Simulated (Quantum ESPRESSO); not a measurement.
Ti$_{2}$InSn$_{2}$Mo$_{3}$ (simulated cell) (calculated)

All values are calculated (Quantum ESPRESSO 7.5). Calculation on a made-up metal alloy cell, not a measurement: no spin or spin-orbit, unrelaxed, 2900 K smearing, stress positive in tension, cell energy less fitted offsets; periodic Kohn-Sham density functional theory in plane waves with PseudoDojo standard norm-conserving scalar-relativistic pseudopotentials, each functional with its own files (v0.5 for PBE, v0.4.1 for LDA and PBEsol), eight atoms on drawn sites of a strained close-packed or body-centred lattice, each displaced and held fixed; the energy is the cell's free energy, ions and the entropy term -TS included, at the stated Fermi-Dirac width, less a fixed offset for each atom's element (shifted free energy); compositions with an open d shell lost a parallel starting moment in a cheaper test run, and other magnetic orders were not tried; an error bar is the largest change of its kind in a tighter rerun, never given below 0.002 eV, 0.02 GPa or 0.003 eV/angstrom, and covers cutoff and k-mesh only, not smearing or the files.

Entry: Ti$_{2}$InSn$_{2}$Mo$_{3}$ (simulated cell)

```xyz
8
Lattice="0.0000 -2.1289 -2.1289 -4.2579 2.1289 -2.1289 6.3868 6.3868 -4.2579" Properties=species:S:1:pos:R:3 Ti2InSn2Mo3
Mo    -0.0685     0.0743    -0.1661
Ti     0.0174     2.2978    -2.0116
Ti     0.2009     4.3773    -4.2830
In     4.3831     4.2797    -4.1751
Sn    -2.1443    -0.0200    -2.2701
Mo    -1.9996     2.2146    -4.2030
Mo     2.0152     2.2595    -4.2542
Sn     2.1862     4.2905    -6.3140
```

* lattice type: face-centred cubic
* functional: pbe
* cutoff: 1143 eV
* fermi dirac smearing: 0.25 eV
* electrons removed: 0
* run command: mpirun -np 4 pw.x -nk 4 -in in
* run processor: Intel Xeon, 2023 or later, virtual cores
* k mesh: 8 x 5 x 3 shifted half a step off Gamma on each axis
* pressure: ?
* stress xz: ?
* stress yy: ?
* stress xx: ?

Atoms:
```tsv
atoms element	atom site	atom energy offset (eV)
Mo	1	-1911.95
Ti	2	-1615.4
Ti	3	-1615.4
In	4	-1808.02
Sn	5	-2144.16
Mo	6	-1911.95
Mo	7	-1911.95
Sn	8	-2144.16
```

Notes: the tin pseudopotential is less sure than most, with forces differing by about three percent from a second method on plain tin; a spin test at this wide smearing found no moment, but such smearing suppresses magnetism that the real alloy may have; lattice, volume and sites are drawn at random and may be unstable or far from any real phase; energies are for the whole cell, less offsets fitted to these runs, so they are not formation energies; error bars: energy 0.0033 eV, stress 0.073 GPa, force 0.012 eV/Å, from a tighter rerun of a related cell, whose elements or sites may differ; 22 SCF iterations, 419 s of wall time on a shared machine.

## Withheld values
1. Give the missing pressure for Ti$_{2}$InSn$_{2}$Mo$_{3}$ (simulated cell).
2. Give the missing stress xz for Ti$_{2}$InSn$_{2}$Mo$_{3}$ (simulated cell).
3. Ti$_{2}$InSn$_{2}$Mo$_{3}$ (simulated cell): stress yy?
4. Ti$_{2}$InSn$_{2}$Mo$_{3}$ (simulated cell): stress xx?
5. Give the table of forces values for Ti$_{2}$InSn$_{2}$Mo$_{3}$ (simulated cell).

## Answers
1. -2.25 GPa
2. 0.42 GPa
3. 1.12 GPa
4. 3.76 GPa
5. 
Forces:
```tsv
site	x (eV/Å)	y (eV/Å)	z (eV/Å)
1	0.986	0.203	-0.55
2	0.638	-0.096	-0.18
3	-1.565	-0.892	0.989
4	-0.566	-0.071	-0.03
5	0.629	1.219	-0.683
6	-0.242	0.434	-0.181
7	0.412	-0.597	0.565
8	-0.293	-0.2	0.069
```

Further results for Ti$_{2}$InSn$_{2}$Mo$_{3}$ (simulated cell):

* entropy term negative ts: -1.967 eV
* stress zz: 1.87 GPa
* stress yz: -0.88 GPa
* stress xy: -0.27 GPa
* shifted free energy: 0.897 eV
